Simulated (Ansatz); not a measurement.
All numbers below come from DFT PBE, scalar-relativistic, plane waves, PAW in Ansatz. Settings: cutoff 420 eV, Γ-centred meshes spaced at most about 0.3 Å⁻¹, and about 0.25 Å⁻¹ or finer for metals (2π included), Gaussian smearing. No spin polarisation in the final relaxations.

These are static total energies at zero pressure.

Two forms of Sc₂AlF₃ were relaxed alike.

1.

```
CELL_PARAMETERS angstrom
5.49058 0.00000 0.00000
-2.74529 4.75498 0.00000
0.00000 0.00000 4.00692
ATOMIC_POSITIONS crystal
Sc 0.33333 0.66667 0.50000
Sc 0.66667 0.33333 0.50000
Al 0.00000 0.00000 0.50000
F 0.33333 0.66667 0.00000
F 0.66667 0.33333 0.00000
F 0.00000 0.00000 0.00000
```

2.

```
CELL_PARAMETERS angstrom
3.05710 0.00000 0.00000
0.00000 3.05710 0.00000
0.00000 0.00000 10.04439
ATOMIC_POSITIONS crystal
Sc 0.50000 0.50000 0.78938
Sc 0.50000 0.50000 0.21062
Al 0.50000 0.50000 0.50000
F 0.00000 0.00000 0.00000
F 0.00000 0.00000 0.76751
F 0.00000 0.00000 0.23249
```

Task: Which would you expect to be lower, and how large is the difference?

Result: Cell 1 is lower, by 259 meV/atom. Cell 1 has space group P6/mmm (No. 191), 17.4 Å³/atom and no gap on its mesh; cell 2 has space group P4/mmm (No. 123), 15.6 Å³/atom and no gap. Counting F atoms around Al and Sc (those within 1.25 times the shortest such distance or 1.15 times the sum of covalent radii, 1.27 where that leaves under three; the shortest distance is added where it exceeds 1.18 times the sum of covalent radii), cell 1 has Sc 2, Al 2 and cell 2 has Sc 4, Al 8 from 3.4 Å. The lower one is the more open, so pressure narrows the difference. Both come from invented guesses. A third cell relaxed alike, in R-3m, lies 95 meV/atom below the lower of the two.

A magnetic state wasn't ruled out in cells without spin, among them P6/mmm. Cells relaxed within their symmetry can be saddle points.
